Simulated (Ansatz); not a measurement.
W (space group Pm-3n)

```
CELL_PARAMETERS angstrom
      5.03303     0.00000     0.00000
      0.00000     5.03303     0.00000
      0.00000     0.00000     5.03303
ATOMIC_POSITIONS crystal
  W  0.00000 0.00000 0.00000
  W  0.50000 0.50000 0.50000
  W  0.00000 0.50000 0.25000
  W  0.00000 0.50000 0.75000
  W  0.25000 0.00000 0.50000
  W  0.75000 0.00000 0.50000
  W  0.50000 0.75000 0.00000
  W  0.50000 0.25000 0.00000
```

The slice is a {110} plane (indices of the conventional cell) through the point (0.500, 0.500, 0.500) (fractional), spanned by u = [100] and v = [011] in vectors of this cell: u (5.03 Å) and v (7.12 Å, at 90° to u). It covers one period; positions are fractions (u, v).

Level of theory: PBEsol (plane waves to 420 eV, PAW, scalar-relativistic; Ansatz, a quantum-chemistry and plane-wave program). k mesh 9×9×9. Near the nuclei the fields are pseudised (PAW); where an atom keeps semicore shells as valence, they peak there. Spin-orbit coupling is left out, though W is heavy. This is one of several known forms of W; the measured ambient cells at hand have space group No. 229. W is run without spin polarisation. W was relaxed with its symmetry unable to fall.

Task: Predict the map of the electron localisation function (ELF) on the slice.

Result: 
```
v \ u  0.00  0.10  0.20  0.30  0.40  0.50  0.60  0.70  0.80  0.90
-----  ----  ----  ----  ----  ----  ----  ----  ----  ----  ----
0.96      x  0.72  0.26  0.49  0.34  0.33  0.34  0.49  0.26  0.72
0.86   0.23  0.20  0.39  0.32  0.18  0.36  0.18  0.32  0.39  0.20
0.75   0.32  0.34  0.44  0.44  0.34  0.32  0.34  0.44  0.44  0.34
0.64   0.36  0.18  0.32  0.39  0.20  0.23  0.20  0.39  0.32  0.18
0.54   0.33  0.34  0.49  0.26  0.72     x  0.72  0.26  0.49  0.34
0.43   0.33  0.25  0.43  0.23  0.62  0.70  0.62  0.23  0.43  0.25
0.32   0.29  0.17  0.33  0.48  0.35  0.29  0.35  0.48  0.33  0.17
0.21   0.41  0.44  0.49  0.37  0.21  0.24  0.21  0.37  0.49  0.44
0.11   0.57  0.31  0.28  0.36  0.21  0.36  0.21  0.36  0.28  0.31
0.00      x  0.71  0.29  0.52  0.41  0.37  0.41  0.52  0.29  0.71
```

Values: electron localisation function (ELF). Points within 0.5 Å of a nucleus are blanked (x), as the pseudised field means little there.
